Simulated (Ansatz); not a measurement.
CaO (rock salt), relaxed and computed with several functionals in Ansatz (plane waves, PAW). Much of their spread follows the volume that each gives.

| functional | V (Å³/atom) | B₀ by P(V) fit (GPa) |
|---|---|---|
| r²SCAN | 13.78 | 117 |
| LDA | 13.04 | ? |
| HSE06 | 13.81 | 115 |
| PBE | 14.09 | 105 |

### Question
Fit a straight line to ln B₀ against ln V and predict the withheld value.

### Answer
Least squares on the 3 shown rows: ln B₀ = -4.73 × ln V + (17.167), with a scatter of 0 %. For LDA this gives 151. The run itself gave 129, outside the scatter: the line misses something about this case.

All cells were relaxed under the symmetry of their starts (and spin orders); stability against distortions was not tested throughout.

Potentials: the later of the program's two PAW sets.

Ansatz (a first-principles code) is a plane-wave DFT program.
